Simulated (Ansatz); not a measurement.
Input:

CoPtAu:
```cif
data_AuCoPt
_chemical_formula_sum 'Co1 Pt1 Au1'
_space_group_name_H-M_alt 'P 1'
_space_group_IT_number 1
_cell_length_a 2.74885
_cell_length_b 2.74885
_cell_length_c 6.61304
_cell_angle_alpha 90.000
_cell_angle_beta 90.000
_cell_angle_gamma 120.000
loop_
_space_group_symop_operation_xyz
  'x, y, z'
loop_
_atom_site_label
_atom_site_type_symbol
_atom_site_fract_x
_atom_site_fract_y
_atom_site_fract_z
_atom_site_occupancy
Co1 Co 0.00000 0.00000 0.00696 1
Pt1 Pt 0.33333 0.66667 0.31145 1
Au1 Au 0.66667 0.33333 0.68158 1
```
The run is spin-polarised; directions of the spins, atom by atom: ↑ 0 0.

This is the PBEsol-relaxed structure.

Problem. All from PBEsol in the plane-wave PAW code Ansatz, unless another level is named. Predict the density of states at the Fermi level.

Solution. 1.0 states/eV per atom (mean over ±0.08 eV).

Problem. Next, the formation energy from the elements (no fitted shifts)?

Solution. 9.6 kJ/mol of atoms.

Space group P3m1. The start of the workflow was typed in or built on a structure type; neither database checked (COD, Materials Project) lists it. Its standing as an ambient phase is unchecked. The cell was relaxed with PBEsol under the symmetry of its start; its stability against distortions is not shown here. The final state is ferromagnetic, the only order run, not a proven ground state. The references are the lowest solids computed at this level, not always the standard phases. Scalar-relativistic: spin–orbit coupling is off unless named, which matters more the heavier the elements.

Potentials: the earlier of the program's two PAW sets. The files were generated under PBE; for other functionals the program regenerates the frozen cores, and for LDA and PBEsol the local potential too.
